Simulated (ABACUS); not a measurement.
Consider a self-consistent single point of a (110) slab of Si3N4 (cut from a parent of space group no. 176; 28 atoms in the cell).

```
N4Si3
1.0
    2.92379     0.00000     0.00000
    0.00000    13.25575     0.00000
    0.00000     0.00000    20.98720
Si N
12 16
Cartesian
  0.73095  12.63359   8.37939
  2.19284   7.25003   8.80549
  2.19284   4.47415   9.97190
  0.73095   2.15373   7.21301
  0.73095   1.78237  10.18490
  2.19284   4.84551   7.00001
  0.73095   6.00572  12.18171
  2.19284   0.62216  12.60781
  2.19284  11.10202  13.77419
  0.73095   8.78160  11.01530
  0.73095   8.41024  13.98719
  2.19284  11.47338  10.80230
  0.73095   1.10464   8.59250
  2.19284   5.52323   8.59250
  0.73095  11.92580   9.96489
  2.19284   7.95782   7.22000
  2.19284  12.13000   7.57151
  0.73095   7.75362   9.61350
  0.73095   3.51814  10.00130
  2.19284   3.10973   7.18371
  0.73095   7.73251  12.39470
  2.19284  12.15111  12.39470
  0.73095   5.29792  13.76720
  2.19284   1.32995  11.02231
  2.19284   5.50213  11.37370
  0.73095   1.12574  13.41579
  0.73095  10.14602  13.80349
  2.19284   9.73761  10.98600
```

All values come from this method and carry its errors: ABACUS with PW91, numerical atomic orbitals DZP (confined pseudo-atomic orbitals with Gaussian additions; energy shift 0.01 Ry), PseudoDojo 0.5 standard norm-conserving PBE (tails mended) pseudopotentials.

ABACUS settings:

| key | value |
|---|---|
| basis | DZP numerical atomic orbitals, energy shift 0.01 Ry |
| KPT | Gamma 5 1 1 0 0 0 |
| basis_type | lcao |
| dft_functional | GGA_X_PW91+GGA_C_PW91 |
| ecutwfc | 100 Ry |
| smearing_method | fd |
| smearing_sigma | 0.00734986 Ry |
| potentials | PseudoDojo 0.5 standard norm-conserving PBE (tails mended) |
| symmetry | 1 |
| symmetry_prec | 1e-05 |
| ks_solver | genelpa |
| scf_nmax | 100 |
| scf_thr | 1.0e-07 |
| mixing_type | pulay |
| mixing_beta | 0.4 |

Results:

- Number of valence electrons: 128
- Number of bands: 77
- Number of k-points after the program's reduction: 3
- Size of the basis: 364
- Number of SCF iterations: 32
- Free energy E − TS: -5904.9515 eV
- Pressure averaged over the cell with its vacuum: 1.37 GPa
- Largest force (vector length): 3.174 eV/Å

For comparison: a first run (DFT, PBE, numerical atomic orbitals DZP (confined pseudo-atomic orbitals with Gaussian additions; energy shift 0.01 Ry), PseudoDojo 0.5 standard norm-conserving PBE (tails mended) pseudopotentials) was changed to give this one (dft_functional: default → GGA_X_PW91+GGA_C_PW91), and from it to this one the largest force goes from 3.146 to 3.174 eV/Å.

The atom-centred basis is finite, which shifts total energies and forces against plane waves. Forces above 1 eV/Å remain at this geometry, of which the finite basis can carry a part. No dipole correction was used; where the two faces of such a cut differ, images can couple through a dipole. The potentials were made for another functional than the one used. The bare cut can leave dangling bonds, and the run has no spin polarisation, so a lower magnetic or reconstructed surface may exist. No clean gap shows at this smearing width and mesh (spacing up to 0.47 Å⁻¹); the mesh is coarse for partly filled bands, so the values carry mesh errors.

Cost on one core: about 2.2 core-minutes (a rough figure).

The atomic orbitals were generated for these runs; they are not ABACUS's published sets and were checked against plane waves on a few crystals only.

“Tails mended”: in these copies of the files the far tail of each local potential was reset to the Coulomb form.
